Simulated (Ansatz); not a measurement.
C:
Space group P6₃/mmc (No. 194); a = b = 6.873 Å, c = 6.727 Å, α = β = 90.00°, γ = 120.00°

| atom | site | symmetry | x | y | z |
|---|---|---|---|---|---|
| C | 12j | m.. | 0.4599 | 0.1265 | 0.2500 |
| C | 12j | m.. | 0.0779 | 0.3333 | 0.2500 |

Relaxed with plane-wave PAW PBE+D3(BJ) (Ansatz code). Indices refer to the conventional cell of P6_3/mmc, a = b = 6.8732 Å, c = 6.7271 Å, α = β = 90.00°, γ = 120.00°.

### Question
Simulate the powder diffraction pattern (Mo Kα, λ = 0.71073 Å; lines above 1 %) up to 2θ = 45°.

### Answer
Simulated powder pattern, Mo Kα, λ = 0.71073 Å (kinematic, ideal powder, no thermal factors, no anomalous dispersion; the 30 strongest lines at most, above 1 %, up to 2θ = 45°):

```tsv
2θ (°)	d (Å)	I/Imax (%)	hkl
6.85	5.952	7.1	(1 0 -1 0)
9.14	4.458	20	(1 0 -1 1)
11.87	3.437	22	(1 1 -2 0)
12.13	3.364	100	(0002)
13.72	2.976	1.9	(2 0 -2 0)
13.94	2.928	1.9	(1 0 -1 2)
15.00	2.722	8.5	(2 0 -2 1)
17.00	2.404	13	(1 1 -2 2)
18.18	2.250	2.7	(2 1 -3 0)
18.35	2.229	1.4	(2 0 -2 2)
19.18	2.134	13	(2 1 -3 1)
19.50	2.098	1.7	(1 0 -1 3)
21.91	1.870	2.7	(2 1 -3 2)
22.89	1.791	1.8	(2 0 -2 3)
24.40	1.682	8.0	(0004)
25.61	1.603	3.0	(3 1 -4 1)
25.86	1.588	4.2	(2 1 -3 3)
27.21	1.511	2.2	(1 1 -2 4)
28.31	1.453	1.6	(4 0 -4 1)
31.01	1.329	1.5	(3 1 -4 3)
34.11	1.212	1.1	(4 1 -5 2)
34.74	1.190	1.5	(5 0 -5 0)
35.29	1.172	8.5	(5 0 -5 1)
35.85	1.155	1.2	(2 1 -3 5)
36.92	1.122	2.4	(5 0 -5 2)
36.96	1.121	1.7	(0006)
38.26	1.084	1.2	(3 3 -6 2)
39.51	1.051	5.7	(5 0 -5 3)
42.90	0.972	1.5	(5 0 -5 4)
```

The start of the workflow was typed in or built on a structure type. Its sites differ from those of the usual phase in this space group: another stacking or structure type. Symmetry was held in the PBE+D3(BJ) relaxation; whether a distortion lowers the energy is not shown.

Potentials: the later of the program's two PAW sets.
